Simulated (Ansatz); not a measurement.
## Compressing BaPbO₃: a fit and a missing row

BaPbO₃, Imma, a = 6.022 Å, b = 8.514 Å, c = 6.111 Å. The structure is a COD entry; whether it is the stable form wasn't checked. Ansatz: PBEsol, PAW, 420 eV, Γ-centred 8×8×8 mesh on 10 atoms, Gaussian smearing 0.01 eV; no spin polarisation. Shape and atoms are relaxed at each volume; pressure is positive in compression.

| V (Å³/atom) | P (GPa) |
| --- | --- |
| 13.785 | ? |
| 14.255 | 13.48 |
| 14.725 | 8.16 |
| 15.195 | 3.72 |
| 15.665 | 0.01 |
| 16.135 | -3.09 |
| 16.605 | -5.67 |
| 17.232 | -8.43 |

**Question.** Take V0 = 15.665 Å³/atom, count pressures from its P0 = 0.01 GPa, fit the third-order Birch–Murnaghan form to the other rows, and predict the missing pressure.

**Answer.** With the Eulerian strain f = ½[(V0/V)^(2/3) − 1] and y = (P − P0)/[3f(1 + 2f)^(5/2)], the form is the line y = B0 + 1.5 B0 (B0′ − 4) f. Rows (f, y): 0.03245, 118.2; 0.02106, 116.4; 0.01026, 114.6; -0.00976, 111.2; -0.01905, 109.5; -0.03079, 107.1. Means f = 0.0006950, y = 112.83; Σ(Δf)² = 0.003005, ΣΔfΔy = 0.5234; the slope is their ratio. y = 112.7 + 174.2 f GPa, so B0 = 112.7 GPa and B0′ = 4 + 2 × (174.2)/(3 × 112.7) = 5.03. At V = 13.785, f = 0.04448, y = 120.45 and P = 19.90 GPa. The run gave 19.86 GPa, so the fit is 0.04 GPa too high, a small miss on the scale of the series.

Spin–orbit coupling is left out, which can shift energies with elements as heavy as these.